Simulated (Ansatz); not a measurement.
KMgF3:
```
CELL_PARAMETERS angstrom
      4.05424     0.00000     0.00000
      0.00000     4.05424     0.00000
      0.00000     0.00000     4.05424
ATOMIC_POSITIONS crystal
  K  0.50000 0.50000 0.50000
  Mg 0.00000 0.00000 0.00000
  F  0.50000 0.00000 0.00000
  F  0.00000 0.50000 0.00000
  F  0.00000 0.00000 0.50000
```

Relaxed with PBE. 

**Question.** HSE06 on this cell (Ansatz, a program for electronic structure, PAW) gives a gap of 9.18 eV. What does PBE give?

**Answer.** 6.96 eV.

Cost on shared cores: the PBE run (SCF on a 7×7×7 mesh, then bands and DOS) around 23 core-seconds (rough), the HSE06 run (SCF on 4×4×4, then a few points) roughly 70 core-seconds; the tasks are unlike.

Space group Pm-3m (cubic perovskite). The PBE relaxation kept the symmetry of its start; phonons on a q-mesh show no instability.

Potentials: the later of the program's two PAW sets.

Ansatz is a plane-wave DFT program.
